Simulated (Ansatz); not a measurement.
BP:
```yaml
crystal:
  lattice:
    - [5.57601, 0.00000, 0.00000]
    - [0.00000, 5.57601, 0.00000]
    - [0.00000, 0.00000, 5.57601]
  atoms:
    - { symbol: B, position: [0.25000, 0.00000, 0.50000] }
    - { symbol: B, position: [0.50000, 0.25000, 0.00000] }
    - { symbol: B, position: [0.50000, 0.75000, 0.00000] }
    - { symbol: B, position: [0.75000, 0.00000, 0.50000] }
    - { symbol: B, position: [0.00000, 0.50000, 0.75000] }
    - { symbol: B, position: [0.00000, 0.50000, 0.25000] }
    - { symbol: P, position: [0.25000, 0.50000, 0.00000] }
    - { symbol: P, position: [0.00000, 0.25000, 0.50000] }
    - { symbol: P, position: [0.00000, 0.75000, 0.50000] }
    - { symbol: P, position: [0.75000, 0.50000, 0.00000] }
    - { symbol: P, position: [0.50000, 0.00000, 0.75000] }
    - { symbol: P, position: [0.50000, 0.00000, 0.25000] }
```

Relaxed with r²SCAN. Special points in fractions of this cell's reciprocal vectors: Γ (0.000, 0.000, 0.000); X (0.000, 0.500, 0.000); M (0.500, 0.500, 0.000); R (0.500, 0.500, 0.500).

Task: List the band energies nearest the valence-band maximum at these points for r²SCAN (plane waves, PAW; program Ansatz).

Result: In eV from the valence-band maximum; about four levels below and three above (degenerate sets whole), none deeper than 8.9 eV; points with the same levels are listed once.

| k | below | above |
|---|---|---|
| Γ | -2.78 -2.78 -2.78 0.00 0.00 0.00 | 1.40 1.40 1.40 |
| X | -1.26 -1.26 -0.88 -0.88 | 0.69 0.69 3.48 3.48 |
| M | -1.98 -1.98 -1.28 -0.82 | 2.24 2.24 3.28 3.28 |
| R | -2.81 -2.81 -2.81 -2.81 | 3.58 3.58 3.58 3.58 3.58 3.58 |

Space group Pm-3n. The start of the workflow was typed in or built on a structure type; neither database checked (COD, Materials Project) lists it. It is not the phase usual at ambient conditions (space group No. 216). The cell was relaxed with r²SCAN under the symmetry of its start; its stability against distortions is not shown here.

Potentials: the later of the program's two PAW sets.
